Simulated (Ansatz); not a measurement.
BeMo2:
```yaml
crystal:
  lattice:
    - [0.00000, 3.60581, 3.60581]
    - [3.60581, 0.00000, 3.60581]
    - [3.60581, 3.60581, 0.00000]
  atoms:
    - { symbol: Mo, position: [0.62500, 0.62500, 0.62500] }
    - { symbol: Mo, position: [0.12500, 0.62500, 0.62500] }
    - { symbol: Mo, position: [0.62500, 0.12500, 0.62500] }
    - { symbol: Mo, position: [0.62500, 0.62500, 0.12500] }
    - { symbol: Be, position: [0.25000, 0.25000, 0.25000] }
    - { symbol: Be, position: [0.00000, 0.00000, 0.00000] }
```

Relaxed with r²SCAN. Special points in fractions of this cell's reciprocal vectors: Γ (0.000, 0.000, 0.000); X (0.500, 0.000, 0.500); U (0.625, 0.250, 0.625); K (0.375, 0.375, 0.750); L (0.500, 0.500, 0.500); W (0.500, 0.250, 0.750).

### Question
List the band energies nearest the Fermi level at these points for DFT-r²SCAN in the program Ansatz with PAW potentials.

### Answer
In eV from the Fermi level; about four levels below and three above (degenerate sets whole), none deeper than 8.9 eV; points with the same levels are listed once.

```json
[
 {"k": "Γ", "below": "-3.76 -3.76 -3.76 -3.17 -3.17", "above": "1.34 1.38 1.38 1.38"},
 {"k": "X", "below": "-0.34 -0.34 -0.12 -0.12", "above": "2.25 2.25 2.59 2.59"},
 {"k": "U", "below": "-1.72 -1.12 -1.03 -0.30", "above": "0.51 0.62 0.88"},
 {"k": "L", "below": "-0.76 -0.76 -0.10 -0.10", "above": "2.12 2.20 2.20"},
 {"k": "W", "below": "-1.53 -1.53 -1.10 -1.10", "above": "0.17 0.17 0.55 0.55"}
]
```

Space group Fd-3m (cubic Laves (MgCu2 type)). The cell is a constructed one: a structure type filled with these elements; neither database checked (COD, Materials Project) lists it. Its standing as an ambient phase is unchecked. Symmetry was held in the r²SCAN relaxation; its stability against distortions is not shown here. No spin polarisation was allowed. Scalar-relativistic: spin–orbit coupling is off unless named, which matters more the heavier the elements.

Potentials: the earlier of the program's two PAW sets.
